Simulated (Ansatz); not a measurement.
B (space group R-3m)

```yaml
crystal:
  lattice:
    - [2.43813, 1.40765, 4.16642]
    - [-2.43813, 1.40765, 4.16642]
    - [0.00000, -2.81531, 4.16642]
  atoms:
    - { symbol: B, position: [0.01061, 0.65384, 0.01061] }
    - { symbol: B, position: [0.98939, 0.34616, 0.98939] }
    - { symbol: B, position: [0.01061, 0.01061, 0.65384] }
    - { symbol: B, position: [0.98939, 0.98939, 0.34616] }
    - { symbol: B, position: [0.65384, 0.01061, 0.01061] }
    - { symbol: B, position: [0.34616, 0.98939, 0.98939] }
    - { symbol: B, position: [0.22159, 0.62980, 0.22159] }
    - { symbol: B, position: [0.77841, 0.37020, 0.77841] }
    - { symbol: B, position: [0.22159, 0.22159, 0.62980] }
    - { symbol: B, position: [0.77841, 0.77841, 0.37020] }
    - { symbol: B, position: [0.62980, 0.22159, 0.22159] }
    - { symbol: B, position: [0.37020, 0.77841, 0.77841] }
```

The slice is a (1 -1 0 2) plane (indices of the conventional cell) through the point (0.630, 0.222, 0.222) (fractional), spanned by u = [1 0 -1] and v = [010] in vectors of this cell: u (4.88 Å) and v (5.03 Å, at 90° to u). It covers one period; positions are fractions (u, v).

Calculation: PBEsol (plane waves to 420 eV, PAW, scalar-relativistic; Ansatz, an electronic-structure program). k mesh 7×7×7. Near the nuclei the fields are pseudised (PAW); where an atom keeps semicore shells as valence, they peak there. B was relaxed with its symmetry unable to fall.

Predict the map of the density of the lowest conduction band (whole band as if filled, smooth part) on the slice.


```
|1133322222222223321258887778863|
|3454322222222234543467877778864|
|4554322111112234554456666666665|
|4444322111111234444444555555444|
|2333321100011223333223333333322|
|1222211000001122221111222222211|
|1122210000000112211001111111100|
|0111110000000011110000011110000|
|0111110000000011110000000000000|
|1111111100001111111000000000000|
|1122222111112222211110000000001|
|1122222222222222221111000000011|
|1222333333333332221111000000011|
|1122233333333332211110000000011|
|1112223333333322111110000000001|
|1111122333332221111000000000000|
|0001112222222111000000000000000|
|0000011112211100000000000000000|
|0000001111111000000000000000000|
|0000000111111000000000000000000|
|0000000111111000000000000000000|
|0000001122211000000000000000000|
|0000001233321000000011000000111|
|1100001244432100001111100001111|
|2110012345542100112222110001122|
|3321012356542101123333210011233|
|5421001356542101235554210012355|
|7531001345532001257876421113578|
|8631001234431001258997531124799|
|7421001233321001236899643346899|
|3111001223321101112589864457986|
|0012111222221112100268876668973|
```
Scale: ten equal steps from 0.005 (start of '0') to 0.078 (end of '9'), in the order '0123456789'. Values: density of the lowest conduction band (whole band as if filled, smooth part) in e/Å³. The map has 31 points along u (one character each, u = 0 at the left) and 32 along v (v = 0 in the bottom row).
